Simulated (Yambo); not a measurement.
How GW settings move the gap: Si

G0W0@LDA for Si (space group P6_3/mmc, No. 194) in Yambo. Reference settings: 6×6×2 Γ-centred k mesh, 176 bands and a 10 Ry block in the screening, 176 bands in G with the Bruneval-Gonze terminator, plasmon pole fitted at 27.2 eV. The LDA gap Γ → M on this mesh is 0.27 eV; G0W0 gaps are taken between the same points.

```
change from the reference     G0W0 gap Γ → M (eV)  shift of the valence edge (eV)        rough Yambo cost
----------------------------  -------------------  ------------------------------  ----------------------
reference settings                           0.99                           -0.69                       1
58 bands in G                                0.99                           -0.65                       –
wavefunctions cut at 25 Ry                   0.99                           -0.69  within a factor of two
no point-group symmetry                      0.98                           -0.70                about 2×
58 bands in G, no terminator                 0.88                           -0.30                       –
no terminator                                0.96                           -0.64                       –
```

The reference isn't shown to be the converged limit. Costs are rough (shared machines), scaled to the same edge states, and given only for runs that recompute the screening.

Geometry relaxed with LDA; primitive cell a = 3.7993 Å, b = 3.7993 Å, c = 6.2738 Å, α = 90.00°, β = 90.00°, γ = 120.00°.

This is not the ordinary phase of the substance; no match was found in the copy of COD used, and its stability was not checked.

A shift is the quasiparticle energy of the state minus its LDA energy.
